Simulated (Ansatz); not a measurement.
Data:

Li3Al2:
```
CELL_PARAMETERS angstrom
      2.22507     1.28464     4.71686
     -2.22507     1.28464     4.71686
      0.00000    -2.56929     4.71686
ATOMIC_POSITIONS crystal
  Li 0.59675 0.59675 0.59675
  Li 0.40325 0.40325 0.40325
  Li 0.00000 0.00000 0.00000
  Al 0.19614 0.19614 0.19614
  Al 0.80386 0.80386 0.80386
```

This is the r²SCAN-relaxed structure.

Question: All from plane-wave PAW r²SCAN (Ansatz code), unless another level is named. Estimate the formation energy from the elements (no fitted shifts).

Answer: -19 kJ/mol of atoms.

Question: What about the density of states at the Fermi level?

Answer: 0.19 states/eV per atom (mean over ±0.08 eV).

Space group R-3m. The workflow started from a Materials Project entry (that database holds measured and hypothetical structures alike); the Crystallography Open Database copy checked does not list it. With Li and Al taken as one species the cell has the higher symmetry Im-3m, so it may be an ordered model of a mixed-site phase. Its standing as an ambient phase is unchecked. The r²SCAN relaxation kept the symmetry of its start; whether a distortion lowers the energy is not shown. The references are the lowest solids computed at this level, not always the standard phases.

Potentials: the later of the program's two PAW sets.
